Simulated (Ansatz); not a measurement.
Thermal properties of Al7Si from its phonons

Computed with Ansatz, DFT PBE, scalar-relativistic, plane waves, PAW. Plane waves to 420 eV; Γ-centred k mesh 8×8×8; Fermi-Dirac smearing of 0.15 eV. No spin polarisation. Phonons by linear response, acoustic sum rule imposed.

Relaxed structure:
```
Al Si
1.0
     0.00000    4.01861    4.01861
     4.01861    0.00000    4.01861
     4.01861    4.01861    0.00000
Al Si
7 1
Cartesian
  2.0093 2.0093 0.0000
  2.0093 0.0000 2.0093
  4.0186 2.0093 2.0093
  0.0000 2.0093 2.0093
  2.0093 4.0186 2.0093
  2.0093 2.0093 4.0186
  4.0186 4.0186 4.0186
  0.0000 0.0000 0.0000
```

The cell was found from a structure generator's guess, not taken from experiment. In a metal, frequencies and elastic constants depend on the k mesh and the smearing, soft modes and shear constants most.

Force constants from linear response on a 2×2×2 q mesh, interpolated to a fine mesh.

Phonon density of states, in bins of 5 cm⁻¹:
bin centre (cm⁻¹), share of modes (%) and a bar:
```
      2.5        0.0
      7.5        0.0
     12.5        0.0
     17.5        0.0
     22.5        0.0
     27.5        0.0
     32.5        0.1
     37.5        0.1 #
     42.5        0.1 #
     47.5        0.1 #
     52.5        0.2 #
     57.5        0.2 ##
     62.5        0.2 ##
     67.5        0.3 ##
     72.5        0.3 ###
     77.5        0.4 ###
     82.5        0.5 ####
     87.5        0.6 #####
     92.5        0.7 ######
     97.5        1.0 ########
    102.5        1.2 ##########
    107.5        2.0 ################
    112.5        2.8 #######################
    117.5        2.9 #######################
    122.5        2.7 ######################
    127.5        2.9 #######################
    132.5        2.2 ##################
    137.5        1.9 ################
    142.5        2.3 ##################
    147.5        2.6 #####################
    152.5        1.8 ###############
    157.5        2.2 #################
    162.5        2.1 #################
    167.5        3.3 ###########################
    172.5        3.7 ##############################
    177.5        3.5 ############################
    182.5        3.0 ########################
    187.5        2.9 ########################
    192.5        2.6 #####################
    197.5        2.5 ####################
    202.5        2.0 ################
    207.5        2.3 ##################
    212.5        1.7 ##############
    217.5        1.0 ########
    222.5        1.3 ###########
    227.5        1.8 ###############
    232.5        1.8 ##############
    237.5        1.9 ###############
    242.5        1.3 ##########
    247.5        1.3 ##########
    252.5        2.2 ##################
    257.5        2.1 #################
    262.5        2.4 ###################
    267.5        1.7 ##############
    272.5        1.1 #########
    277.5        1.6 #############
    282.5        1.9 ###############
    287.5        2.5 ####################
    292.5        2.6 #####################
    297.5        2.4 ####################
    302.5        2.0 ################
    307.5        1.6 #############
    312.5        1.2 ##########
    317.5        0.9 ########
    322.5        0.7 ######
    327.5        0.5 ####
    332.5        0.2 ##
    337.5        0.0
```

**Question.** Give the zero-point energy per atom.

**Answer.** 36.7 meV.

**Question.** How large are the vibrational entropy and heat capacity at 300 K?

**Answer.** S = 3.48 k_B and C_V = 2.77 k_B per atom, 92 % of the Dulong–Petit value.

**Question.** Tabulate them against temperature.

**Answer.**
```
T (K)  F_vib (meV/atom)  S (k_B/atom)  C_V (k_B/atom)
  100              34.2          0.93            1.63
  200              19.5          2.40            2.51
  300              -6.1          3.48            2.77
  400             -39.7          4.29            2.86
  500             -79.6          4.94            2.91
  600            -124.5          5.47            2.94
  700            -173.6          5.92            2.95
  800            -226.4          6.32            2.96
  900            -282.4          6.67            2.97
 1000            -341.2          6.98            2.98
```
